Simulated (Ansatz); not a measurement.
Given:

Ti5Si3:
```yaml
crystal:
  lattice:
    - [7.44765, 0.00000, 0.00000]
    - [-3.72383, 6.44986, 0.00000]
    - [0.00000, 0.00000, 5.10963]
  atoms:
    - { symbol: Ti, position: [0.33333, 0.66667, 0.00000] }
    - { symbol: Ti, position: [0.66667, 0.33333, 0.00000] }
    - { symbol: Ti, position: [0.66667, 0.33333, 0.50000] }
    - { symbol: Ti, position: [0.33333, 0.66667, 0.50000] }
    - { symbol: Ti, position: [0.25048, 0.00000, 0.25000] }
    - { symbol: Ti, position: [0.74952, 0.00000, 0.75000] }
    - { symbol: Ti, position: [0.25048, 0.25048, 0.75000] }
    - { symbol: Ti, position: [0.74952, 0.74952, 0.25000] }
    - { symbol: Ti, position: [0.00000, 0.25048, 0.25000] }
    - { symbol: Ti, position: [0.00000, 0.74952, 0.75000] }
    - { symbol: Si, position: [0.60810, 0.00000, 0.25000] }
    - { symbol: Si, position: [0.39190, 0.00000, 0.75000] }
    - { symbol: Si, position: [0.60810, 0.60810, 0.75000] }
    - { symbol: Si, position: [0.39190, 0.39190, 0.25000] }
    - { symbol: Si, position: [0.00000, 0.60810, 0.25000] }
    - { symbol: Si, position: [0.00000, 0.39190, 0.75000] }
```

This is the r²SCAN-relaxed structure.

All from DFT-r²SCAN in the program Ansatz with PAW potentials, unless another level is named. Predict the electronic character.

metallic (no gap).

What about the density of states at the Fermi level?

0.47 states/eV per atom (mean over ±0.08 eV).

Give the formation energy from the elements (no fitted shifts).

-0.80 eV/atom.

Space group P6_3/mcm. The first step of the workflow began from a Materials Project structure, measured or hypothetical; the Crystallography Open Database files this formula in space group No. 193, but the cells were not matched. Whether it is the stable phase at ambient conditions was not checked. Symmetry was held in the r²SCAN relaxation; whether a distortion lowers the energy is not shown. The run is not spin-polarised. The references are the lowest solids computed at this level, not always the standard phases.

Potentials: the earlier of the program's two PAW sets.
